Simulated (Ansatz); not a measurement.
Theory: DFT, LDA (PW92), plane waves (420 eV) with PAW, scalar-relativistic (Ansatz). The PAW files were generated under PBE, with cores re-solved for the functional.

An element in the fcc structure gives this curve. The cell is scaled uniformly from the relaxed one, with fractional coordinates and shape fixed. Energies are extrapolated to zero smearing, pressures are those at the given smearing. Magnetic state: spin not included.

```csv
V (Å³/atom),E − E₀ (meV/atom),P (GPa)
56.939,14.5,0.70
59.527,5.7,0.41
62.115,1.1,0.18
64.703,0.0,-0.02
67.291,1.7,-0.17
69.880,5.8,-0.30
72.468,11.8,-0.41
```

(1) Which element is it?
A. rubidium
B. strontium
C. calcium
D. potassium

Answers

(1) D. Its fit is V₀ = 64.35 Å³/atom, B₀ = 4.5 GPa, B₀′ = 3.8.
